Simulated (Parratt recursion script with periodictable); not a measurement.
**What roughness does to the fringe maxima of Hf on Si**

```
layer, from the top  thickness (Å)  density (g/cm³)  rms roughness of its top face (Å)  ρ (10⁻⁶ Å⁻²)  ρ″ (10⁻⁶ Å⁻²)
-------------------  -------------  ---------------  ---------------------------------  ------------  -------------
Hf                             200           13.313                             varied         3.490        0.01300
Si (substrate)                   –            2.313                                  3         2.059   2.358 × 10⁻⁵
```

ρ and ρ″ are the real and imaginary parts of the scattering length density. Vacuum lies above.

Densities are inputs, not measurements. They were set from computed cells of the Materials Project: Hf from entry mp-103 (P6₃/mmc, 13.313 g/cm³); Si from entry mp-149 (Fd-3m, 2.313 g/cm³). A layer's crystal structure does not enter its constants, only its composition and density.

Calculation: specular neutron reflectivity, Parratt recursion, Névot-Croce roughness, natural isotopes, no magnetic scattering; Parratt recursion script with periodictable 1.7.1.

Neutron wavelength 4.75 Å. Q is scanned from 0.004 to 0.3 Å⁻¹ in 600 evenly spaced points, and the curve is smoothed with a Gaussian of 0.001 Å⁻¹ full width. A maximum is a scan point above both neighbours; its place and height come from a parabola through R at the three points.

The table follows two fringe maxima, those next to orders 4.5 and 9.5 of m = (d/2π)(Q² − 16πρ)^½, through runs that differ in the roughness σ₁ of the film surface alone.

```
σ₁ (Å)  Q of the first (Å⁻¹)      R there  Q of the second (Å⁻¹)      R there
------  --------------------  -----------  ---------------------  -----------
0                     0.1402            ?                 0.2977            ?
3.8                   0.1401  7.56 × 10⁻⁶                 0.2976  1.56 × 10⁻⁷
4                     0.1401  7.40 × 10⁻⁶                 0.2976  1.43 × 10⁻⁷
```

Question: Estimate the two heights for σ₁ = 0 Å.

Answer: At a maximum the amplitudes from the film's two faces add: R ≈ (|r₁|g₁ + |r₂|g₂A)². Here q₀ = Q, qⱼ = (Q² − 16πρⱼ)^½ (1 film, 2 substrate), |r₁| = |q₀² − q₁²|/(q₀ + q₁)², |r₂| = |q₁² − q₂²|/(q₁ + q₂)² with the numerators taken from the constants, g₁ = exp(−q₀q₁σ₁²/2), g₂ = exp(−q₁q₂σ₂²/2), and A = exp(−8πρ″₁d/q₁) for absorption in the film.

Check on a shown row, σ₁ = 3.8 Å, second maximum: q₀ = 0.2976, q₁ = 0.2973, q₂ = 0.2974 Å⁻¹; |r₁| = 4.96 × 10⁻⁴, |r₂| = 2.03 × 10⁻⁴; g₁ = 0.528, g₂ = 0.672, A = 1.000; R ≈ 1.59 × 10⁻⁷ against 1.56 × 10⁻⁷ in the table.

- σ₁ = 0 Å, first maximum: q₀ = 0.1402, q₁ = 0.1396, q₂ = 0.1398 Å⁻¹; |r₁| = 0.00224, |r₂| = 9.21 × 10⁻⁴; g₁ = 1.00, g₂ = 0.916, A = 1.000; R ≈ 9.51 × 10⁻⁶.
- σ₁ = 0 Å, second maximum: q₀ = 0.2977, q₁ = 0.2974, q₂ = 0.2975 Å⁻¹; |r₁| = 4.95 × 10⁻⁴, |r₂| = 2.03 × 10⁻⁴; g₁ = 1.00, g₂ = 0.672, A = 1.000; R ≈ 3.99 × 10⁻⁷.

The run gave 9.26 × 10⁻⁶ and 3.96 × 10⁻⁷; the estimates are 1.03 and 1.01 times these.
